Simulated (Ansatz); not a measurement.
Mo5SiB2 (space group I4/mcm)

```cif
data_B4Mo10Si2
_chemical_formula_sum 'Si2 B4 Mo10'
_space_group_name_H-M_alt 'P 1'
_space_group_IT_number 1
_cell_length_a 6.95364
_cell_length_b 6.95364
_cell_length_c 6.95364
_cell_angle_alpha 128.901
_cell_angle_beta 128.901
_cell_angle_gamma 75.171
loop_
_space_group_symop_operation_xyz
  'x, y, z'
loop_
_atom_site_label
_atom_site_type_symbol
_atom_site_fract_x
_atom_site_fract_y
_atom_site_fract_z
_atom_site_occupancy
Si1 Si 0.75000 0.75000 0.00000 1
Si2 Si 0.25000 0.25000 0.00000 1
B1 B 0.37852 0.87852 0.25703 1
B2 B 0.62148 0.12148 0.74297 1
B3 B 0.87852 0.62148 0.50000 1
B4 B 0.12148 0.37852 0.50000 1
Mo1 Mo 0.00000 0.00000 0.00000 1
Mo2 Mo 0.50000 0.50000 0.00000 1
Mo3 Mo 0.80363 0.97506 0.50000 1
Mo4 Mo 0.19637 0.02494 0.50000 1
Mo5 Mo 0.97506 0.47506 0.17142 1
Mo6 Mo 0.02494 0.52494 0.82858 1
Mo7 Mo 0.47506 0.30363 0.50000 1
Mo8 Mo 0.52494 0.69637 0.50000 1
Mo9 Mo 0.30363 0.80363 0.82858 1
Mo10 Mo 0.69637 0.19637 0.17142 1
```

E(V) scan at fixed shape, V₀ the volume above. The atoms relax within the cell's symmetry.

Calculation: PBEsol (plane waves to 420 eV, PAW, scalar-relativistic; Ansatz, a first-principles code). k mesh 9×9×9 (Γ-centred), Fermi-Dirac smearing 0.05 eV. Energies are smeared free energies. Stress and pressure are positive under compression. With the shape held, the modulus is that of even scaling; a crystal free to change shape is softer. Mo5SiB2 is run without spin polarisation. Mo5SiB2 was relaxed with its symmetry unable to fall. The zero of ΔE is the relaxed starting cell.

| V (Å³/atom) | ΔE (kJ/mol of atoms) | P (GPa) |
|---|---|---|
| 11.152 | 13.0 | 38.2 |
| 11.461 | 7.0 | 26.7 |
| 11.771 | 3.0 | 16.6 |
| 12.081 | 0.7 | 7.7 |
| 12.391 | 0.0 | 0.0 |
| 12.700 | 0.6 | -6.7 |
| 13.010 | 2.5 | -12.6 |
| 13.320 | 5.3 | -17.7 |
| 13.630 | 9.0 | -22.1 |

Derived quantities:

```yaml
pressure_at_the_smallest_volume: 38.2 GPa
energy_cost_of_the_largest_compression: 135 meV/atom
energy_cost_of_the_largest_expansion: 94 meV/atom
Bulk modulus at fixed cell shape B₀ (third-order Birch-Murnaghan fit): 288 GPa
Pressure derivative B₀′ (fit): 4.4
equilibrium_volume_of_the_fit: 12.39 Å³/atom
Pressure for 5 % compression (fit): 16.5 GPa
```

The 9 points together took very roughly 22 core-minutes.

(Under strain, the slope of the energy per volume gives the stress and its curvature an elastic modulus.)
